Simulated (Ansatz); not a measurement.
Relaxed SiC (wurtzite):

```
SiC
1.0
    6.15061     0.00000     0.00000
   -1.53765     2.66329     0.00000
    0.00000     0.00000     5.04816
Si C
4 4
Direct
  0.33333   0.33333   0.00050
  0.83333   0.33333   0.00050
  0.16667   0.66667   0.50050
  0.66667   0.66667   0.50050
  0.33333   0.33333   0.62470
  0.83333   0.33333   0.62470
  0.16667   0.66667   0.12470
  0.66667   0.66667   0.12470
```

The atoms are displaced by Q × the pattern below (from a DFPT mode at M = (0.5, 0.0, 0.0), largest move 1; Q in Å), at fixed cell. (q is in reciprocal vectors of the primitive cell; the cell shown is doubled to hold the pattern.)

```tsv
atom	x	y	z
Si1	-0.860	-0.497	-0.117
Si2	0.860	0.497	0.117
Si3	0.860	0.497	-0.117
Si4	-0.860	-0.497	0.117
C5	-0.429	-0.248	0.422
C6	0.429	0.248	-0.422
C7	0.429	0.248	0.422
C8	-0.429	-0.248	-0.422
```

Computed with r2SCAN (plane waves to 500 eV, PAW, scalar-relativistic; Ansatz, a first-principles code). k mesh 6×12×7 (Γ-centred), Fermi-Dirac smearing 0.05 eV. The energy includes the smearing's −TS. SiC was relaxed with its symmetry unable to fall. ΔE is measured from the undisplaced structure.

Task: Give the computed ΔE (meV/cell) at Q (Å) = -0.180, -0.120, 0.060, 0.120, 0.180.

Result: 
```csv
Q (Å),ΔE (meV/cell)
-0.180,2435
-0.120,1103
0.060,279
0.120,1103
0.180,2435
```

(A displaced cell: forces are minus the slopes of the energy, force constants its curvatures, and phonons follow from these.)
